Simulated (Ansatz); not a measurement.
YN (rock salt, Fm-3m), r²SCAN (plane waves, PAW; program Ansatz). The conduction-band minimum lies at X, with 3 equivalent valleys. Second derivatives d²E/dk² of the lowest band at one valley (eV·Å²), along Cartesian directions:

| direction | d²E/dk² |
|---|---|
| [100] | 6.027 |
| [010] | 51.66 |
| [001] | 51.66 |
| [110] | 28.88 |
| [101] | 28.88 |
| [011] | 51.62 |

**Question.** Find the principal effective masses, the density-of-states mass and the conductivity mass.

**Answer.** Off-diagonal terms follow from H_xy = H[110] − (H_xx + H_yy)/2, and m*/mₑ = 7.620 eV·Å² over each eigenvalue: 0.15, 0.15, 1.3. One valley's DOS mass (m₁m₂m₃)^(1/3) = 0.30, conductivity mass 3/(Σ 1/mᵢ) = 0.21 mₑ.

**Question.** What effective density of states Nc follows at 300 K for parabolic valleys?

**Answer.** Nc = 2.509e19 × 3 × (0.30)^(3/2) ≈ 1.2e19 cm⁻³.

The cell was relaxed with r²SCAN under the symmetry of its start. No spin polarisation was allowed. Spin–orbit coupling is left out wherever it is not named.

Potentials: the later of the program's two PAW sets.

Edges and masses are those of Kohn–Sham bands, whose gap is no quasiparticle gap.
